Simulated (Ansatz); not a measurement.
GaAs:
```cif
data_As2Ga2
_chemical_formula_sum 'Ga2 As2'
_space_group_name_H-M_alt 'P 1'
_space_group_IT_number 1
_cell_length_a 3.76794
_cell_length_b 3.76794
_cell_length_c 6.44141
_cell_angle_alpha 90.000
_cell_angle_beta 90.000
_cell_angle_gamma 120.000
loop_
_space_group_symop_operation_xyz
  'x, y, z'
loop_
_atom_site_label
_atom_site_type_symbol
_atom_site_fract_x
_atom_site_fract_y
_atom_site_fract_z
_atom_site_occupancy
Ga1 Ga 0.00000 0.00000 0.00000 1
Ga2 Ga 0.00000 0.00000 0.50000 1
As1 As 0.33333 0.66667 0.25000 1
As2 As 0.66667 0.33333 0.75000 1
```

Relaxed with PBE.

Task: Which orbitals make up the states near the Fermi level in PBE in the plane-wave PAW code Ansatz?

Result: Within 0.5 eV of the Fermi level: As 4p 68 %, Ga 4p 17 %, Ga 4s 11 %. Projections are on Löwdin-orthogonalised atomic valence shells; empty p or d shells of many metals are not among them.

Task: Tabulate the density of states.

Result: States/eV per cell of 4 atoms, in 0.25 eV bins, energy from the Fermi level.

```tsv
E (eV)	total	As 4p	Ga 4p	Ga 4s
-7.85	0.00	0.00	0.00	0.00
-7.60	0.03	0.01	0.00	0.01
-7.35	0.25	0.12	0.01	0.12
-7.10	0.62	0.27	0.02	0.29
-6.85	1.77	0.75	0.13	0.72
-6.60	1.62	0.68	0.16	0.65
-6.35	1.66	0.68	0.19	0.65
-6.10	1.81	0.73	0.21	0.70
-5.85	1.47	0.58	0.17	0.55
-5.60	1.95	0.75	0.20	0.77
-5.35	1.25	0.48	0.13	0.48
-5.10	0.89	0.34	0.10	0.32
-4.85	0.66	0.26	0.08	0.22
-4.60	0.52	0.21	0.06	0.17
-4.35	0.89	0.42	0.23	0.16
-4.10	1.33	0.68	0.41	0.16
-3.85	1.76	0.93	0.58	0.16
-3.60	1.57	0.84	0.52	0.13
-3.35	1.58	0.84	0.49	0.16
-3.10	1.62	0.87	0.48	0.18
-2.85	1.70	0.93	0.49	0.18
-2.60	1.82	1.02	0.51	0.18
-2.35	2.02	1.17	0.56	0.18
-2.10	2.18	1.30	0.61	0.18
-1.85	2.24	1.36	0.60	0.17
-1.60	2.10	1.30	0.54	0.16
-1.35	2.27	1.45	0.55	0.17
-1.10	2.33	1.53	0.52	0.17
-0.85	2.31	1.58	0.48	0.16
-0.60	2.21	1.56	0.42	0.15
-0.35	2.02	1.43	0.37	0.13
-0.10	1.73	1.19	0.31	0.16
0.15	1.78	1.18	0.28	0.22
0.40	2.04	1.29	0.31	0.34
0.65	1.30	0.69	0.23	0.31
0.90	0.95	0.40	0.21	0.28
1.15	0.75	0.27	0.18	0.25
1.40	0.82	0.29	0.19	0.27
1.65	1.13	0.42	0.23	0.36
1.90	1.36	0.52	0.26	0.42
2.15	1.47	0.58	0.28	0.43
2.40	1.68	0.68	0.30	0.49
2.65	1.15	0.41	0.30	0.29
2.90	1.12	0.25	0.49	0.17
3.15	1.39	0.20	0.80	0.11
3.40	1.57	0.22	0.92	0.09
3.65	1.95	0.30	1.13	0.11
3.90	2.61	0.43	1.46	0.13
4.15	2.46	0.43	1.32	0.11
4.40	2.15	0.39	1.15	0.09
4.65	2.66	0.50	1.47	0.08
```

Space group P6_3/mmc (NiAs type). The start of the workflow was typed in or built on a structure type; neither database checked (COD, Materials Project) lists it. It is not the phase usual at ambient conditions (space group No. 216). The cell keeps a stress of up to 0.2 GPa. The cell was relaxed with PBE under the symmetry of its start; whether a distortion lowers the energy is not shown. Scalar-relativistic: spin–orbit coupling is off unless named, which matters more the heavier the elements.

Potentials: the later of the program's two PAW sets.
